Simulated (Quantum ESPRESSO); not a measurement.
Inputs of pw.x and gipaw.x (a modified build of Quantum ESPRESSO, PBE) for NaF; the starting potential comes from an earlier run on another mesh:

```
&CONTROL
  calculation = 'scf'
  prefix = 'x'
  pseudo_dir = './pseudo'
  outdir = './out'
  tprnfor = .true.
/
&SYSTEM
  ibrav = 0
  nat = 2
  ntyp = 2
  ecutwfc = 60
  ecutrho = 240
  occupations = 'fixed'
  nbnd = 8
/
&ELECTRONS
  conv_thr = 1e-11
  startingpot = 'file'
/
ATOMIC_SPECIES
Na 22.990 Na.GGA_PBE-JTH.UPF
F 18.998 F.GGA_PBE-JTH.UPF
CELL_PARAMETERS angstrom
   -0.000000000000     2.297324475000     2.263036050000
    2.297324475000    -0.000000000000     2.263036050000
    2.297324475000     2.297324475000     0.000000000000
ATOMIC_POSITIONS crystal
Na     0.000000000000     0.000000000000     0.000000000000
F      0.500000000000     0.500000000000     0.500000000000
K_POINTS automatic
5 5 5 1 1 1
```

```
&INPUTGIPAW
  job = 'nmr'
  prefix = 'x'
  tmp_dir = './out/'
  restart_mode = 'from_scratch'
  pawproj(1) = .true.
  pawproj(2) = .true.
  use_nmr_macroscopic_shape = .false.
/
```

The cell was made here from a computed Materials Project entry: strained by -1 % along the cube axis and by +0.5 % across it, atoms relaxed (PBE without dispersion, pw.x of Quantum ESPRESSO, symmetry kept). The parent is NaF in Fm-3m. Stability against distortions was not tested.

Question: What does gipaw.x print for the total shieldings?

Answer: 
```
     f-sum rule (should be   -11.1068):
           -11.1064          0.0000         -0.0000
             0.0000        -11.1064         -0.0000
            -0.0000         -0.0000        -11.1064

     Total NMR chemical shifts in ppm: ---------------------------------------
     (adopting the Simpson convention for anisotropy and asymmetry)-----------

     Atom  1  Na  pos: (  0.000000  0.000000  0.000000)  Total sigma:         533.91
           532.7317         -0.0000          0.0000
             0.0000        532.7317          0.0000
             0.0000          0.0000        536.2679

     Na      1    anisotropy:      3.54    eta:    0.0000
     Na      1    sigma_11=    532.73
     Na      1    sigma_22=    532.73
     Na      1    sigma_33=    536.27

     Atom  2  F   pos: (  0.712403  0.712403  0.701770)  Total sigma:         384.74
           384.3335          0.0000         -0.0000
             0.0000        384.3335         -0.0000
            -0.0000         -0.0000        385.5599

     F       2    anisotropy:      1.23    eta:    0.0000
     F       2    sigma_11=    384.33
     F       2    sigma_22=    384.33
     F       2    sigma_33=    385.56
```
The printed anisotropy is 3/2 (σ_33 − σ_iso) in the program's own order; the axes are left out here. Anisotropies that symmetry doesn't fix are less certain than the isotropic values. These are absolute shieldings with no macroscopic susceptibility term; δ = σ_ref − σ needs a reference computed alike. By our sweeps, such settings leave a few ppm in absolute σ. The datasets of Na hold no d projectors, which limits absolute σ on these atoms. Static lattice: thermal averaging is not included.
